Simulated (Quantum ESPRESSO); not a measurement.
# Planted mistakes on one cell of Al2ZnF7Cl

These are calculations, not measurements. They come from pw.x of Quantum ESPRESSO 7.5, a plane-wave density functional program, with PseudoDojo standard norm-conserving files (v0.5 for PBE, v0.4.1 for LDA and PBEsol). The cells are made up: elements, strain and atom displacements were drawn at random, and nothing was relaxed. There is no spin polarisation, spin-orbit coupling or dispersion term.

The cell has 12 sites of a rutile lattice (two cells along c). Sites 1 to 4 hold Al empty Al Zn; sites 5 to 12 hold F F F F Cl F F F. Cell vectors in Å: (4.883, 0.000, 0.000); (0.000, 4.883, 0.000); (0.000, 0.000, 6.491). Settings: PBE, cutoff 1143 eV, 5 x 5 x 4 k mesh shifted by half a step, Fermi-Dirac smearing of 0.025 eV.

The intended run has a self-consistency threshold of 1e-07 eV, a smearing term of 0.000 eV, a pressure of -9.71 GPa and 11 iterations. Each further run changes one thing: atoms of sites 9 and 12 exchanged; cutoff 799 eV; k mesh 1 x 1 x 1; one electron removed; smearing 0.69 eV; threshold 0.04 eV. A coarse mesh keeps the shift, and a charged cell sits in a uniform background.

| run | change of free energy (eV) | smearing term -TS (eV) | change of P (GPa) | largest change of a force component (eV/Å) | iterations |
| --- | --- | --- | --- | --- | --- |
| A | -0.198 | -0.945 | 1.10 | 0.144 | 11 |
| B | 1.012 | 0.000 | 1.93 | 3.816 | 11 |
| C | -0.025 | 0.000 | 0.44 | 0.111 | 11 |
| D | -1.589 | -0.026 | -11.42 | 0.584 | 16 |
| E | 3.003 | 0.000 | -25.93 | 0.070 | 11 |
| F | 0.004 | 0.000 | 0.99 | 0.087 | 5 |

A rerun of the intended cell at 1437 eV and k mesh 7 x 7 x 6 moved values by no more than 0.003 eV in the cell's energy, 0.02 GPa in stress and 0.002 eV/Å in force.

Question: which change belongs to which run?

## Worked reading

Run F has the fewest iterations, as a run stopped early does. Run A has the largest smearing term, as wide smearing gives. Run E has a higher energy and the largest fall in pressure, as too small a basis gives. Energies from files of another functional, or of a charged cell, have another zero and say nothing on stability; the pressure of a charged cell rests on the program's zero of potential too.

## Key

```
run                             change
  A                   smearing 0.69 eV
  B  atoms of sites 9 and 12 exchanged
  C                   k mesh 1 x 1 x 1
  D               one electron removed
  E                      cutoff 799 eV
  F                  threshold 0.04 eV
```